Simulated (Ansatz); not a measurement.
Values for one crystal, relaxed and computed with r²SCAN (plane waves, PAW; program Ansatz); other levels are named.

| Quantity | Result |
|---|---|
| Volume per atom | 15.41 Å³ |
| Electronic character | no gap, with almost no states at the Fermi level (zero-gap or semimetallic) |
| Density of states at the Fermi level | 0.01 states/eV per atom (mean over ±0.08 eV) |
| Formation energy from the elements (no fitted shifts) | -310 meV/atom |

Question: Pick the material that matches.
A) Y2Ga3Cu, P3m1 (Pearson symbol hP6)
B) YInCu4, F-43m (Y on 4a, In on 4d, Cu on 16e)
C) Y2GaNi2, Immm (Y on 4j, Ga on 2a, Ni on 4h)
D) LaGa3Pd, I-4m2 (La on 2a, Ga on 4e, Ga on 2c, Pd on 2d)

Answer: B, YInCu4, F-43m (Y on 4a, In on 4d, Cu on 16e)

The workflow started from a Materials Project entry (that database holds measured and hypothetical structures alike); the Crystallography Open Database copy checked does not list it. With Y and In taken as one species the cell has the higher symmetry Fd-3m, so it may be an ordered model of a mixed-site phase. Whether it is the stable phase at ambient conditions was not checked. Symmetry was held in the r²SCAN relaxation; its stability against distortions is not shown here. The run is not spin-polarised. The references are the lowest solids computed at this level, not always the standard phases. Spin–orbit coupling is left out wherever it is not named.

Potentials: the later of the program's two PAW sets.
